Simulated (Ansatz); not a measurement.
Si₂W:
```
CELL_PARAMETERS angstrom
     -1.61465     1.61465     3.93399
      1.61465    -1.61465     3.93399
      1.61465     1.61465    -3.93399
ATOMIC_POSITIONS crystal
  Si 0.33457 0.33457 0.00000
  Si 0.66543 0.66543 0.00000
  W  0.00000 0.00000 0.00000
```

This is the PBE-relaxed structure.

All from DFT-PBE in the program Ansatz with PAW potentials, unless another level is named. Predict the electronic character.

metallic (no gap).

And the density of states at the Fermi level?

0.07 states/eV per atom (mean over ±0.08 eV).

Next, the formation energy from the elements (no fitted shifts)?

-0.34 eV/atom.

And the gap with spin–orbit coupling?

none (metallic).

Space group I4/mmm (MoSi2 or CaC2 type). The PBE relaxation kept the symmetry of its start. The run is not spin-polarised. The references are the lowest solids computed at this level, not always the standard phases. Spin–orbit coupling is left out wherever it is not named.

Potentials: the earlier of the program's two PAW sets.
